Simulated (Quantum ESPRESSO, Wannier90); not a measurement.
## Wannier functions of Ge₂Pt (Pnnm)

Structure: Materials Project mp-1543, symmetrised, not relaxed again. COD (Crystallography Open Database) has an entry of this formula and space group (matched by these alone). Method: PBEsol plane waves in Quantum ESPRESSO 7.5 (PseudoDojo norm-conserving files, 68 Ry, no spin polarisation, no spin-orbit coupling), Bloch states on a 4×4×8 mesh through Γ, Wannier90 4.0.1. Density: 6×6×10 mesh, cold smearing 0.01 Ry. Spin-orbit coupling is left out although heavy elements are present.

```
begin unit_cell_cart
ang
    5.7411200000    0.0000000000    0.0000000000
    0.0000000000    6.2216300000    0.0000000000
    0.0000000000    0.0000000000    2.9887600000
end unit_cell_cart
mp_grid = 4 4 8
```

Problem. Which shells of neighbouring k-points and which b-vectors and weights does Wannier90 pick for this cell and mesh?

Solution. 
```
 *---------------------------------- K-MESH ----------------------------------*
 +----------------------------------------------------------------------------+
 |                    Distance to Nearest-Neighbour Shells                    |
 |                    ------------------------------------                    |
 |          Shell             Distance (Ang^-1)          Multiplicity         |
 |          -----             -----------------          ------------         |
 |             1                   0.252473                      2            |
 |             2                   0.262784                      2            |
 |             3                   0.273605                      2            |
 |             4                   0.364415                      4            |
 |             5                   0.372293                      4            |
 |             6                   0.379361                      4            |
 |             7                   0.455695                      8            |
 |             8                   0.504947                      2            |
       ... (lines left out)
 +----------------------------------------------------------------------------+
 | The b-vectors are chosen automatically                                     |
 | The following shells are used:                       1,  2,  3             |
 +----------------------------------------------------------------------------+
 |                        Shell   # Nearest-Neighbours                        |
 |                        -----   --------------------                        |
 |                          1               2                                 |
 |                          2               2                                 |
 |                          3               2                                 |
 +----------------------------------------------------------------------------+
 | Completeness relation is fully satisfied [Eq. (B1), PRB 56, 12847 (1997)]  |
 +----------------------------------------------------------------------------+
 |                  b_k Vectors (Ang^-1) and Weights (Ang^2)                  |
 |                  ----------------------------------------                  |
 |            No.         b_k(x)      b_k(y)      b_k(z)        w_b           |
 |            ---        --------------------------------     --------        |
 |             1         0.000000    0.252473    0.000000     7.844019        |
 |             2         0.000000   -0.252473    0.000000     7.844019        |
 |             3         0.000000    0.000000    0.262784     7.240563        |
 |             4         0.000000    0.000000   -0.262784     7.240563        |
 |             5         0.273605    0.000000    0.000000     6.679185        |
 |             6        -0.273605    0.000000    0.000000     6.679185        |
```
